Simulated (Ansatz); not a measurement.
A relaxation computed with Ansatz, from input to last step.

```yaml
crystal:
  lattice:
    - [3.1003176449, 0.0, 0.0]
    - [-1.5501588225, 2.6849538403, 0.0]
    - [0.0, 0.0, 3.3319190087]
  atoms:
    - { symbol: Ta, position: [0.3333333333, 0.6666666667, 0.0] }
    - { symbol: Be, position: [0.6666666667, 0.3333333333, 0.5] }
    - { symbol: B, position: [0.0, 0.0, 0.5] }
basis:
  ecutwfc: 500
kpoints:
  mp_grid: { grid: [15, 15, 14] }
hamiltonian:
  xc: r2scan
scf:
  occupations: { method: gaussian, width: 0.1 }
output:
  forces: true
  stress: true
  eigenvalues: true
relax:
  adjacent_minimum: "off"
  f_tol: 0.008
  max_steps: 40
  cell: { stress_tol: 0.015, fix: [a, b, gamma] }
```

```bash
ansatz run input.yaml --threads 1 --pin off --max-ram 1331MiB --backend cpu --events-out ev --progress --plain --runs-dir out
```

Method: DFT r2SCAN, scalar-relativistic, plane waves, PAW in Ansatz.

Of 5 frames 4 are shown, positions in Å and forces in eV/Å; the SCF threshold varies from step to step. Steps run on the plane waves of an earlier cell, with a Pulay correction in the pressure. The basis is chosen afresh for the last frame, the zero of the energies, and at times for earlier ones too; energy and pressure step there, also at an unchanged geometry.

```xyz
3
Lattice="3.1003 0.0000 0.0000 -1.5502 2.6850 0.0000 0.0000 0.0000 3.3319" Properties=species:S:1:pos:R:3:forces:R:3 pbc="T T T" step=1 free_energy_over_end_meV_per_atom=0.41 pressure_GPa=19.63
Ta    0.0000    1.7900    0.0000    0.0000    0.0000    0.0000
Be    1.5502    0.8950    1.6660    0.0000    0.0000    0.0000
B     0.0000    0.0000    1.6660    0.0000    0.0000    0.0000
3
Lattice="3.1003 0.0000 0.0000 -1.5502 2.6850 0.0000 0.0000 0.0000 3.3036" Properties=species:S:1:pos:R:3:forces:R:3 pbc="T T T" step=2 free_energy_over_end_meV_per_atom=0.20 pressure_GPa=22.29
Ta    0.0000    1.7900    0.0000    0.0000    0.0000    0.0000
Be    1.5502    0.8950    1.6518    0.0000    0.0000    0.0000
B     0.0000    0.0000    1.6518    0.0000    0.0000    0.0000
3
Lattice="3.1003 0.0000 0.0000 -1.5502 2.6850 0.0000 0.0000 0.0000 3.3157" Properties=species:S:1:pos:R:3:forces:R:3 pbc="T T T" step=3 free_energy_over_end_meV_per_atom=-0.01 pressure_GPa=21.13
Ta    0.0000    1.7900    0.0000    0.0000    0.0000    0.0000
Be    1.5502    0.8950    1.6578    0.0000    0.0000    0.0000
B     0.0000    0.0000    1.6578    0.0000    0.0000    0.0000
3
Lattice="3.1003 0.0000 0.0000 -1.5502 2.6850 0.0000 0.0000 0.0000 3.3155" Properties=species:S:1:pos:R:3:forces:R:3 pbc="T T T" step=5 free_energy_over_end_meV_per_atom=0.00 pressure_GPa=21.15
Ta    0.0000    1.7900    0.0000    0.0000    0.0000    0.0000
Be    1.5502    0.8950    1.6577    0.0000    0.0000    0.0000
B     0.0000    0.0000    1.6577    0.0000    0.0000    0.0000
```

Spin–orbit coupling is left out, which can shift energies with elements as heavy as these.